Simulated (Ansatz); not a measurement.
Input:

Hg:
```
Hg
1.0
    0.00000     3.36836     3.36836
    3.36836     0.00000     3.36836
    3.36836     3.36836     0.00000
Hg
2
Direct
  0.00000   0.00000   0.00000
  0.25000   0.25000   0.25000
```

This is the r²SCAN-relaxed structure.

**Question.** All from the program Ansatz at the r²SCAN level (PAW), unless another level is named. Estimate the density of states at the Fermi level.

**Answer.** 0.61 states/eV per atom (mean over ±0.08 eV).

**Question.** Give the gap with spin–orbit coupling.

**Answer.** none (metallic).

Space group Fd-3m (diamond). The start of the workflow was typed in or built on a structure type; neither database checked (COD, Materials Project) lists it. It is not the usual solid phase (space group No. 166). The r²SCAN relaxation kept the symmetry of its start. At this level the phase is mechanically unstable. The substance is a gas or liquid at ambient conditions. The volume moved by -24 % from the start of the relaxation. Spin–orbit coupling is left out wherever it is not named.

Potentials: the later of the program's two PAW sets.
